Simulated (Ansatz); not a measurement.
## O-17 NMR of the central transition in SiO2

Cell: an entry of the Crystallography Open Database (COD) whose atoms were relaxed with PBE, the cell held.

Space group P4_12_12 (No. 92); a = 4.9860, c = 6.9770 Å.

| site | Wyckoff | site symmetry | x | y | z |
| --- | --- | --- | --- | --- | --- |
| Si | 4a | ..2 | 0.3032 | 0.3032 | 0.0000 |
| O | 8b | 1 | 0.2376 | 0.1127 | 0.1831 |

One atom of each set is listed.

The numbers come from a DFT calculation in Ansatz (r2SCAN, plane waves and PAW, scalar-relativistic, 500 eV cutoff, Γ-centred 5×5×4 k-points, Fermi–Dirac smearing 0.02 eV).

O-17 has I = 5/2 and Q = -25.58 mb (Pyykkö 2018); at 11.7 T its Larmor frequency is ν₀ = 67.6 MHz. Only the quadrupole interaction is simulated: positions count from each site's isotropic chemical shift, and J coupling is left out, as are shift anisotropy and dipolar coupling, which fast spinning averages.

Task: Simulate the second-order pattern (fast magic-angle spinning, Gaussian broadening 0.3 kHz) of site O (2 Si at 1.62–1.63 Å, angle 144°).

Result: The calculation gives C_Q = -5.81 MHz and η = 0.18, so ν_Q = 0.872 MHz and the centre of gravity lies at -44.8 ppm (-3.03 kHz).

(offset (kHz), height): (-7.825, 0), (-7.500, 4), (-7.175, 8), (-6.850, 8), (-6.525, 8), (-6.200, 9), (-5.875, 9), (-5.550, 9), (-5.225, 18), (-4.900, 51), (-4.575, 83), (-4.250, 86), (-3.925, 66), (-3.600, 59), (-3.275, 56), (-2.950, 56), (-2.624, 58), (-2.299, 63), (-1.974, 72), (-1.649, 98), (-1.324, 100), (-0.999, 72), (-0.674, 25), (-0.349, 0)

At O V_zz runs parallel to the line that joins its two neighbours (within 1°).

The largest force is 0.3 eV/Å, so the atoms aren't at the calculated equilibrium and relaxing them would move these values.

Hardware: 1 thread of Intel Xeon Platinum 8259CL CPU @ 2.50GHz (Skylake/Cascade Lake) (x86_64; 44 cores open to the job, memory cap 2.5 GiB, no GPU), a shared host with a load of 0.5 a core. Wall time 35 s, CPU time 35 s, peak memory 0.86 GiB.
